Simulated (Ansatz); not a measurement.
SrZrO3:
Space group R3c, hexagonal axes (No. 161); a = b = 5.806 Å, c = 14.125 Å, α = β = 90.00°, γ = 120.00°

```csv
atom,site,symmetry,x,y,z
Sr,6a,3.,0.0000,0.0000,0.2669
Zr,6a,3.,0.0000,0.0000,0.0116
O,18b,1,0.0986,0.3375,0.0906
```
(The calculation used a cell of 10 atoms; values per cell refer to that cell.)

Relaxed with PBEsol.

Decompose the optical modes at the zone centre into irreducible representations, and say which are infrared and Raman allowed.

Point group 3m: Γ_opt = 4A1 + 5A2 + 9E. Infrared: A1, E. Raman: A1, E.

Assign frequencies (DFPT, PBEsol in the plane-wave PAW code Ansatz; without the LO–TO term).

E 17, A1 52, A2 87, E 125, E 165, E 192, A1 208, E 232, A1 263, A2 276, E 320, A2 323, A2 354, E 397, A1 489, E 514, E 552, A2 789 cm⁻¹.

The start of the workflow was typed in or built on a structure type; neither database checked (COD, Materials Project) lists it. COD files the formula under space group No. 62, 63, 221, so this cell is another polymorph or a model. Its standing as an ambient phase is unchecked. The cell was relaxed with PBEsol under the symmetry of its start; of distortions, only those at the zone centre were tested. The run is not spin-polarised.

Potentials: the later of the program's two PAW sets.
